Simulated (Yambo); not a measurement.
Yambo run on K₄BeP₂ (space group R-3m, No. 166). The wavefunctions come from this Quantum ESPRESSO step (PBEsol, PseudoDojo standard norm-conserving files, scalar-relativistic):

```
&CONTROL
  calculation = 'nscf'
  pseudo_dir = './pseudo'
  outdir = './out'
/
&SYSTEM
  ibrav = 0
  nat = 7
  ntyp = 3
  ecutwfc = 88.0
  ecutrho = 352.0
  occupations = 'fixed'
  force_symmorphic = .true.
  nbnd = 312
/
&ELECTRONS
  conv_thr = 7.000000000000001e-09
  diago_full_acc = .true.
  diago_thr_init = 1e-08
/
ATOMIC_SPECIES
Be 9.0122 Be.upf
P 30.9738 P.upf
K 39.0983 K.upf
CELL_PARAMETERS angstrom
  2.787790017000   1.609531317000   8.384723000000
 -2.787790017000   1.609531317000   8.384723000000
  0.000000000000  -3.219062634000   8.384723000000
ATOMIC_POSITIONS crystal
Be   0.000000000000   0.000000000000   0.000000000000
P   0.921037000000   0.921037000000   0.921037000000
P   0.078963000000   0.078963000000   0.078963000000
K   0.623103000000   0.623103000000   0.623103000000
K   0.376897000000   0.376897000000   0.376897000000
K   0.791367000000   0.791367000000   0.791367000000
K   0.208633000000   0.208633000000   0.208633000000
K_POINTS automatic
2 2 2 0 0 0
```

Yambo input:

```
rim_cut
gw0
dyson
el_el_corr
HF_and_locXC
ppa
em1d
RandQpts= 1000000
RandGvec= 1 Ry
EXXRLvcs= 88 Ry
VXCRLvcs= 352 Ry
Chimod= "HARTREE"
% BndsRnXp
 2 | 310 |
%
NGsBlkXp= 7 Ry
% LongDrXp
 1.0 | 1.0 | 1.0 |
%
PPAPntXp= 27.2114 eV
% GbndRnge
 1 | 310 |
%
GTermKind= "BG"
DysSolver= "n"
ExtendOut
% QPkrange
 1 | 1 | 25 | 26 |
 2 | 2 | 25 | 26 |
 3 | 3 | 25 | 26 |
 4 | 4 | 25 | 26 |
%
```

k points by index: 1 = Γ, 2 = L, 3 = F, 4 = Z.

Resulting energies as the program prints them:

```
#    K-point    Band    Eo [eV]    E [eV]    E-Eo [eV]    Vxc [eV]    Vnlxc [eV]    Sc|Eo [eV]    Sc|E [eV]    dSc/dw|Eo [eV]    Re(Z)    Im(Z)
#
    1    25    -0.043964    -0.972657    -0.928693    -10.29465    -12.48080    0.984911    1.257461    -7.984730    0.773131    -0.001983
    1    26    1.088095    1.284981    0.196886    -6.871541    -3.405647    -3.225155    -3.269008    -6.056136    0.817953    -0.001630
    2    25    0.000000    -0.960086    -0.960086    -10.36038    -12.59802    0.995637    1.277551    -7.989042    0.773036    -0.001982
    2    26    1.968389    2.196716    0.228327    -6.826004    -3.411256    -3.134813    -3.186422    -6.146069    0.815747    -0.001791
    3    25    -0.003650    -0.940952    -0.937302    -10.35700    -12.55547    0.985682    1.261177    -7.996876    0.772864    -0.001979
    3    26    2.288327    2.511712    0.223385    -6.524321    -2.953309    -3.299065    -3.347627    -5.910968    0.821538    -0.001691
    4    25    -0.110045    -1.027400    -0.917356    -10.15767    -12.32469    0.981248    1.249666    -7.960837    0.773656    -0.001994
    4    26    1.922914    2.209217    0.286303    -7.564711    -3.890228    -3.322846    -3.388180    -6.206320    0.814278    -0.001553
```
(The two width columns are left out.) Convergence of these settings isn't established.

Geometry of the Materials Project entry, not relaxed at this level.
